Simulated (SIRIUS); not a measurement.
A self-consistent single point of a (001) slab of AlCr2C (cut from a parent of space group no. 194; 8 atoms in the cell) with SIRIUS.

Level of theory: PBEsol, PseudoDojo 0.4 standard norm-conserving PBEsol (tails mended) pseudopotentials (plane waves; SIRIUS).

The change in words: atom 8 moved by -0.08 angstrom along z. Reference geometry (P3m1):
```xyz
8
Lattice="2.8251 0.0000 0.0000 -1.4125 2.4466 0.0000 0.0000 0.0000 20.5229" Properties=species:S:1:pos:R:3 pbc="T T T"
Al     1.4126     0.8155     5.0000
Al     0.0000     1.6311    11.3007
Cr     0.0000     1.6311     7.0785
Cr     1.4126     0.8155     9.2223
Cr     1.4126     0.8155    13.3792
Cr     0.0000     1.6311    15.5229
C      0.0000     0.0000     8.1504
C      0.0000     0.0000    14.4511
```

Reference input (self-consistent single point, DFT, PBEsol, plane waves, PseudoDojo 0.4 standard norm-conserving PBEsol (tails mended) pseudopotentials): parameters.ngridk = 7 7 1; parameters.xc_functionals = [XC_GGA_X_PBE_SOL, XC_GGA_C_PBE_SOL]; parameters.gk_cutoff = 9.695 1/bohr; parameters.pw_cutoff = 19.391 1/bohr; parameters.smearing = cold; parameters.smearing_width = 0.00999582 Ha; potentials = PseudoDojo 0.4 standard norm-conserving PBEsol (tails mended) pseudopotentials; parameters.electronic_structure_method = pseudopotential; parameters.num_bands = 42; parameters.num_mag_dims = 0; parameters.num_dft_iter = 100; parameters.energy_tol = 1e-07 Ha. This run's input differs from it in these lines:

```diff
@@ -56,3 +56,3 @@
         [0.0, 0.0, 15.4020293568],
-        [0.0, 0.0, 27.308616325]
+        [0.0, 0.0, 27.1574415152]
       ]
```

Log, with long lists cut:

```
[find] density tolerance         : 1e-06
[find] total energy tolerance    : 1e-07
[find] iter_solver_tol (initial) : 0.01
[find] iter_solver_tol (target)  : 1e-13
[find] num_dft_iter              : 100
Charges and magnetic moments
--------------------------------------------------------------------------------
total charge          : 70.000000
[find] | SCF iteration   0 out of 100|
[diagonalize] iterative solver tolerance (occupied, empty): 0.01 0.01
[diagonalize] average number of iterations: 2
[find_efermi_generic] Newton iteration converged after 3 steps
[find] Charges and magnetic moments
[find] total charge          : 70.000000
[find] Energy
[find] smearing (-TS)                 :       0.00014084
[find] Total energy                   :    -370.79857233 (Ha),    -741.59714466 (Ry)
[find] Free energy (E-TS)             :    -370.79843149 (Ha),    -741.59686299 (Ry)
[find] band gap (eV)                  :       0.00000000
[find] Efermi                         :       0.31174204
[find] iteration : 0, RMS (target) : 2.0586e+00 (1.0000e-06) , energy difference (target) : -3.7080e+02 (1.0000e-07)
[find] bands are converged : true
[find] iterative solver converged : false
[find] | SCF iteration   1 out of 100|
[diagonalize] iterative solver tolerance (occupied, empty): 0.005 0.005
   [... lines left out ...]
[find] Charges and magnetic moments
[find] Free energy (E-TS)             :    -364.80354824 (Ha),    -729.60709647 (Ry)
[find] band gap (eV)                  :       0.00000000
[find] Efermi                         :       0.34394609
[find] Charges and magnetic moments
[find] Free energy (E-TS)             :    -369.93307174 (Ha),    -739.86614348 (Ry)
[find] band gap (eV)                  :       0.00000000
[find] Efermi                         :       0.28195603
[find] Charges and magnetic moments
[find] Free energy (E-TS)             :    -371.54156481 (Ha),    -743.08312962 (Ry)
   [... lines left out ...]
[ground_state] atom:    3, force:       0.0000000     -0.0000000     -0.0051048
[ground_state] atom:    4, force:       0.0000000     -0.0000000     -0.0050209
[ground_state] atom:    5, force:      -0.0000000      0.0000000     -0.0325735
[ground_state] atom:    6, force:       0.0000000      0.0000000      0.0005551
[ground_state] atom:    7, force:      -0.0000000      0.0000000      0.0398784
```

The run converged in 41 iterations. SIRIUS prints the stress tensor with tension positive. Against the reference run the free energy rises by 13.6 meV/atom and the largest force goes from 1.007 to 2.051 eV/Å.

The run has no spin polarisation, so moments on Cr cannot form. Forces above 1 eV/Å remain at this geometry. No dipole correction was used; where the two faces of such a cut differ, images can couple through a dipole. The bare cut can leave dangling bonds, and the run has no spin polarisation, so a lower magnetic or reconstructed surface may exist. No clean gap shows at this smearing width and mesh (spacing up to 0.37 Å⁻¹); the mesh is coarse for partly filled bands, so the values carry mesh errors.

Cost on one core: very roughly 4 core-minutes.

“Tails mended”: in these copies of the files the far tail of each local potential was reset to the Coulomb form.
